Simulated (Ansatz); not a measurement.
BiTe, DFT, LDA, all-electron LAPW, scalar-relativistic (Ansatz 0.2.0), run on 1 thread of Intel(R) Xeon(R) 6975P-C (Granite Rapids) on a shared host.

The cell is COD entry 9008604, as deposited and not checked against the literature; nothing was relaxed.

Command: `ansatz run input.yaml --threads 1 --pin off --max-ram 2048MiB --backend cpu --events-out ev --progress --plain --runs-dir out`

```yaml
crystal:
  lattice:
    - [0.0, 3.235, 3.235]
    - [3.235, 0.0, 3.235]
    - [3.235, 3.235, 0.0]
  atoms:
    - { symbol: Bi, position: [0.0, 0.0, 0.0] }
    - { symbol: Te, position: [0.5, 0.5, 0.5] }
kpoints:
  mp_grid: { grid: [10, 10, 10] }
  band_path:
    path:
      - [0.0, 0.0, 0.0]
      - [0.5, 0.0, 0.5]
      - [0.625, 0.25, 0.625]
      - [0.375, 0.375, 0.75]
      - [0.0, 0.0, 0.0]
      - [0.5, 0.5, 0.5]
      - [0.5, 0.25, 0.75]
      - [0.5, 0.0, 0.5]
    npoints: 5
scf:
  occupations: { method: fermi_dirac, width: 0.08 }
hamiltonian:
  xc: lda
  pseudopotentials: { kind: all_electron, lapw: { basis_error: 0.0005 } }
output:
  forces: true
  stress: true
  eigenvalues: true
```

How large is the problem that the program sets up?

47 irreducible k-points, 411 plane waves at Γ, 37 bands.

About how long does it take, and how much memory does it use?

16 s of wall time for 7 SCF iterations, with a peak of 0.41 GiB. Times on shared machines scatter by tens of per cent.

And the same cell and mesh by PAW with the default files, asked for forces, stress, eigenvalues, efg and the same band path, on the same hardware?

5.5 s, peak memory 0.46 GiB.
